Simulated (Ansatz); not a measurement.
Si₂Mo:
```yaml
crystal:
  lattice:
    - [-1.60845, 1.60845, 3.93650]
    - [1.60845, -1.60845, 3.93650]
    - [1.60845, 1.60845, -3.93650]
  atoms:
    - { symbol: Mo, position: [0.00000, 0.00000, 0.00000] }
    - { symbol: Si, position: [0.33509, 0.33509, 0.00000] }
    - { symbol: Si, position: [0.66491, 0.66491, 0.00000] }
```

Relaxed with PBE.

Problem. Map the valence electron density (e/Å³), cut off at 1 on the plane through (0.000, 0.000, 0.000) spanned by u = [1, 1, 0] and v = [1, -1, 0] in lattice vectors, from DFT-PBE in the program Ansatz with PAW potentials.

Solution. x is the fraction of u, y of v (the angle between them is 90°; rows are the nearest grid lines); atoms in the plane: Mo at (0.00, 0.00), Mo at (0.50, 0.50), Si at (0.34, 0.00), Si at (0.84, 0.50), Si at (0.16, 0.50), Si at (0.66, 0.00).
```
|@@@@@*--==-.   .:--::--:.   .-==--*@@@@@|
|@@@@@+---=-:   .---::---.   :-=---+@@@@@|
|@@@@@=-----:...:---::---:...:-----=@@@@@|
|@@@@*-::-----------::-----------::-*@@@@|
|@@@#=-:::-----==---::---==-----:::-=#@@@|
|**+=--:::::------------------:::::--=+**|
|---------::::----======----::::---------|
|::---------:::--=*%@@%*=--:::---------::|
|::--=-------::-=#@@@@@@#=-::-------=--::|
|::----:::------+@@@@@@@@+------:::----::|
|:---:.  .-=---=#@@@@@@@@#=---=-.  .:---:|
|:---:   .:==--=@@@@@@@@@@=--==:.   :---:|
|:---:   .:==--=@@@@@@@@@@=--==:.   :---:|
|:---:.  .-=---=#@@@@@@@@#=---=-.  .:---:|
|::----:::------+@@@@@@@@+------:::----::|
|::--=-------::-=#@@@@@@#=-::-------=--::|
|::---------:::--=*%@@%*=--:::---------::|
|---------::::----======----::::---------|
|**+=--:::::------------------:::::--=+**|
|@@@#=-:::-----==---::---==-----:::-=#@@@|
|@@@@*-::-----------::-----------::-*@@@@|
|@@@@@=-----:...:---::---:...:-----=@@@@@|
|@@@@@+---=-:   .---::---.   :-=---+@@@@@|
|@@@@@*--==-.   .:--::--:.   .-==--*@@@@@|
```
Scale: ten equal steps from 0.050 (start of ' ') to 1.00 (end of '@'), in the order ' .:-=+*#%@'; x runs from 0.000 to 1.00, y from 0.000 (bottom) to 1.00 (top).

The density is the valence pseudo-density with augmentation charge, so density and ELF within about 1 Å of a nucleus are not all-electron values.

Space group I4/mmm (MoSi2 or CaC2 type). Symmetry was held in the PBE relaxation; of distortions, only those at the zone centre were tested. The run is not spin-polarised.

Potentials: the later of the program's two PAW sets.
